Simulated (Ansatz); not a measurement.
Consider the following.

NbP:
```yaml
crystal:
  lattice:
    - [-1.65177, 1.65177, 5.61479]
    - [1.65177, -1.65177, 5.61479]
    - [1.65177, 1.65177, -5.61479]
  atoms:
    - { symbol: Nb, position: [0.99911, 0.99911, 0.00000] }
    - { symbol: Nb, position: [0.74911, 0.24911, 0.50000] }
    - { symbol: P, position: [0.41689, 0.41689, 0.00000] }
    - { symbol: P, position: [0.16689, 0.66689, 0.50000] }
```

This is the LDA-relaxed structure.

Task: All from LDA in the plane-wave PAW code Ansatz, unless another level is named. Give the bulk modulus (Birch–Murnaghan fit).

Result: 208 GPa.

Task: Next, the highest zone-centre frequency?

Result: 48.9 meV.

Space group I4_1md. The LDA relaxation kept the symmetry of its start; of distortions, only those at the zone centre were tested. No spin polarisation was allowed.

Potentials: the later of the program's two PAW sets.
